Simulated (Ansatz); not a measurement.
RbBr:
```
RbBr
1.0
    4.12798     0.00000     0.00000
    0.00000     4.12798     0.00000
    0.00000     0.00000     4.12798
Rb Br
1 1
Direct
  0.00000   0.00000   0.00000
  0.50000   0.50000   0.50000
```

Relaxed with r²SCAN.

### Question
Give the Bader charges and basin volumes of the independent atoms, r²SCAN (plane waves, PAW; program Ansatz).

### Answer


```tsv
atom	Bader charge (e)	Bader volume (Å³)
Rb1	+0.84	28.4
Br2	-0.84	42.0
```

Space group Pm-3m (CsCl type). The workflow started from a Materials Project entry (that database holds measured and hypothetical structures alike); the Crystallography Open Database copy checked does not list it. COD files the formula under space group No. 225. Its standing as an ambient phase is unchecked. The r²SCAN relaxation kept the symmetry of its start; its stability against distortions is not shown here.

Potentials: the later of the program's two PAW sets.
